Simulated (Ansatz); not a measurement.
**Cr₂B₃: work and stress of cleavage**

These are results of Ansatz 0.2.0, DFT PBEsol, scalar-relativistic, plane waves, PAW, not measurements. Settings: plane waves to 420 eV, k-mesh 13×13×3 (Γ-centred), Gaussian smearing 0.15 eV. No spin polarisation. A magnetic state may lie lower. Energies are free energies at this smearing, counted from the undisturbed cell; pressure is positive in compression.

The starting cell (relaxed at this level; with this scan's settings it stands at 0.1 GPa; it needn't be the usual structure):

```
Cr B
1.0
    -2.89391    0.00000    0.00000
     0.00000    0.00000   -2.92884
     0.00000  -18.04254    0.00000
Cr B
8 12
Direct
  0.00000 0.25000 0.04700
  0.50000 0.25000 0.54700
  0.00000 0.75000 0.45300
  0.50000 0.75000 0.95300
  0.00000 0.25000 0.32188
  0.50000 0.25000 0.82188
  0.00000 0.75000 0.17812
  0.50000 0.75000 0.67812
  0.00000 0.25000 0.72632
  0.50000 0.25000 0.22632
  0.00000 0.75000 0.77368
  0.50000 0.75000 0.27368
  0.00000 0.25000 0.92296
  0.50000 0.25000 0.42296
  0.00000 0.75000 0.57704
  0.50000 0.75000 0.07704
  0.00000 0.25000 0.63097
  0.50000 0.25000 0.13097
  0.00000 0.75000 0.86903
  0.50000 0.75000 0.36903
```

The cut lies on the cell's a–b face, a (0 -1 0) plane (indices in the standard cell, whose axes needn't be the Cartesian ones shown) of area 8.48 Å², between layers 1.70 Å apart. Vector c is lengthened by d along the normal with the atoms' Cartesian places fixed: one unrelaxed cut a cell. The traction is positive where the two halves pull on each other.

| d (Å) | energy (J/m²) | traction (GPa) |
| --- | --- | --- |
| -0.30 | 1.60 | -129.1 |
| -0.15 | 0.32 | -47.8 |
| 0.00 | 0.00 | 0.3 |
| 0.25 | 0.52 | 34.5 |
| 0.50 | 1.52 | 43.0 |
| 0.75 | 2.59 | 41.9 |
| 1.00 | 3.58 | 36.7 |
| 1.50 | 5.09 | 23.6 |
| 2.00 | 5.98 | 13.1 |
| 3.00 | 6.76 | 4.1 |
| 4.50 | 7.00 | 0.3 |
| 6.00 | 7.02 | 0.0 |

Problem. What are the work of separation and the cleavage stress, and do they fit the universal binding curve?

Solution. The energy levels off near W ≈ 7.02 J/m² (the traction is down to 0.0 GPa), the energy of the two unrelaxed faces, 3.51 J/m² each on average. The largest sampled traction is 43.0 GPa at d = 0.50 Å, and a parabola through it and its two neighbours peaks at σ_max ≈ 43.7 GPa, d ≈ 0.60 Å. The curve E = W[1 − (1 + d/ℓ)exp(−d/ℓ)] peaks in traction at d = ℓ with σ_max = W/(eℓ); with 1 J/m² per Å = 10 GPa this W and σ_max give ℓ = 0.59 Å. A parabola through that curve at the same three d peaks at 0.61 Å, against 0.60 Å here, a fair fit. Real crystals break at far lower stress, because cracks concentrate it, and on the plane of lowest W, which needn't be this one.

The cut is rigid; relaxing the faces lowers these energies and usually the stresses.

In a metal these slopes depend on the k mesh and the smearing.

Cost: 12 runs of about 25 core-minutes in all, on Arm Neoverse V1 (shared hosts).